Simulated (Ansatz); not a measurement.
MgSe (rock salt, Fm-3m), the program Ansatz at the PBE level (PAW). The conduction-band minimum lies at X, with 3 equivalent valleys. Second derivatives d²E/dk² of the lowest band at one valley (eV·Å²), along Cartesian directions:

| direction | d²E/dk² |
|---|---|
| [100] | 15.88 |
| [010] | 32.31 |
| [001] | 32.31 |
| [110] | 24.10 |
| [101] | 24.10 |
| [011] | 32.27 |

Q: Find the principal effective masses, the density-of-states mass and the conductivity mass.

A: Off-diagonal terms follow from H_xy = H[110] − (H_xx + H_yy)/2, and m*/mₑ = 7.620 eV·Å² over each eigenvalue: 0.24, 0.24, 0.48. One valley's DOS mass (m₁m₂m₃)^(1/3) = 0.30, conductivity mass 3/(Σ 1/mᵢ) = 0.28 mₑ.

Q: What effective density of states Nc follows at 300 K for parabolic valleys?

A: Nc = 2.509e19 × 3 × (0.30)^(3/2) ≈ 1.2e19 cm⁻³.

The PBE relaxation kept the symmetry of its start. Spin–orbit coupling is left out wherever it is not named.

Potentials: the later of the program's two PAW sets.

Edges and masses are those of Kohn–Sham bands, whose gap is no quasiparticle gap.
